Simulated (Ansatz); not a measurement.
Relaxed BaTiO₃ (tetragonal-perovskite type, space group P4mm):

```yaml
crystal:
  lattice:
    - [3.98510, 0.00000, 0.00000]
    - [0.00000, 3.98510, 0.00000]
    - [0.00000, 0.00000, 4.20426]
  atoms:
    - { symbol: Ti, position: [0.50000, 0.50000, 0.45787] }
    - { symbol: Ba, position: [0.00000, 0.00000, 0.94066] }
    - { symbol: O, position: [0.50000, 0.50000, 0.88874] }
    - { symbol: O, position: [0.50000, 0.00000, 0.40937] }
    - { symbol: O, position: [0.00000, 0.50000, 0.40937] }
```

Scan: atom 3 (O, nearest neighbour Ti at 1.811 Å; its periodic images, 4.0 Å or more away, move with it) is displaced along Cartesian [111], direction (0.577, 0.577, 0.577) in Cartesian axes, by s. The other atoms stay.

Computed with PBE (plane waves to 420 eV, PAW, scalar-relativistic; Ansatz, a first-principles code). k mesh 7×7×6 (Γ-centred), Fermi-Dirac smearing 0.05 eV. E stands for the smeared free energy. Left out: 2 of 11 points, with atoms too close for the PAW data. BaTiO3 is run without spin polarisation. BaTiO3 was relaxed with its symmetry unable to fall. The PAW data are Ansatz's earlier set. The zero of ΔE is the undisplaced structure.

Successive frames, forces in eV/Å:

```csv
frame,ΔE (eV/cell),F on Ti1,F on Ba2,F on O3,F on O4,F on O5
s = 0.072 Å,0.022,"(0.062, 0.062, 0.277)","(0.036, 0.036, 0.027)","(-0.226, -0.226, -0.592)","(-0.017, 0.145, 0.144)","(0.145, -0.017, 0.144)"
s = 0.000 Å,0.000,"(0.000, 0.000, 0.003)","(0.000, 0.000, -0.001)","(0.000, 0.000, -0.001)","(0.000, 0.000, -0.001)","(0.000, 0.000, -0.001)"
s = -0.072 Å,0.024,"(-0.046, -0.046, -0.449)","(-0.036, -0.036, -0.023)","(0.207, 0.207, 0.747)","(0.017, -0.142, -0.137)","(-0.142, 0.017, -0.137)"
```

Task: What are the energy and the forces in the next frame, s = -0.144 Å?

Result: ΔE (eV/cell) = 0.098.

```csv
atom,Fx,Fy,Fz
Ti1,-0.064,-0.064,-1.083
Ba2,-0.077,-0.077,-0.038
O3,0.388,0.388,1.658
O4,0.033,-0.281,-0.268
O5,-0.281,0.033,-0.268
```

(A displaced cell: forces are minus the slopes of the energy, force constants its curvatures, and phonons follow from these.)
